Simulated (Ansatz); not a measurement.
Trial structure of YbAuS₃, not yet relaxed:

```xyz
5
Lattice="5.1087 0.0000 0.0000 0.0000 5.1087 0.0000 0.0000 0.0000 5.1087" Properties=species:S:1:pos:R:3 pbc="T T T"
Yb    0.0000    0.0000    0.0000
S     2.5543    0.0000    0.0000
S     0.0000    2.5543    0.0000
S     0.0000    0.0000    2.5543
Au    2.5543    2.5543    2.5543
```

Computed with DFT PBE, scalar-relativistic, plane waves, PAW in Ansatz. Settings: cutoff 420 eV, Γ-centred mesh 4×4×4 on the computed 5-atom cell, Gaussian smearing of 0.10 eV; collinear spin from starting moments 1.0 0.0 0.0 0.0 0.0 μB.

Formation energies are uncorrected and refer to the elements' standard structures at the same level.

Q: Estimate its pressure, forces and energy as it stands.

A: The pressure is 0.1 GPa (near zero), the largest force is 0.00 eV/Å (symmetry fixes the atoms), and the energy is +0.16 eV/atom against the elements. The shortest distance is 2.55 Å.

Q: How much does it gain on relaxing, and where does it end?

A: Relaxing gains under 0.1 eV/atom (the start's value is from the coarse mesh, so the gain is rough) in 6 ionic steps and ends at +0.17 eV/atom on the finer mesh. The symmetry stays Pm-3m (No. 221). The end has the cubic perovskite type. The volume per atom grows by 1.0 %, from 26.7 to 26.9 Å³. The shortest distance goes from 2.55 Å (Yb–S) to 2.56 Å (Yb–S). Conventional cell: a = 5.126 Å. Yb is surrounded by 6 S at 2.56 Å; S has 2 Yb at 2.56 Å, 4 Au at 3.62 Å and 8 S at 3.62 Å; around Au lie 12 S at 3.62 Å (long contacts).

The last run used collinear spin, an 8×8×8 mesh for its 5-atom cell and Gaussian smearing of 0.10 eV. Spin–orbit coupling, which can matter for Au, is left out. No Hubbard U is applied to the open shell of Yb. The reference form of S is held partly by dispersion forces, which this level lacks. Another magnetic order may lie lower. The relaxation can't lower the symmetry of the start. Symmetry constrained the relaxation, so the result can be a saddle point. Another cell of YbAuS3 relaxed alike, in Pm-3m, lies 0.47 eV/atom lower, so this cell isn't the stable form at this level.
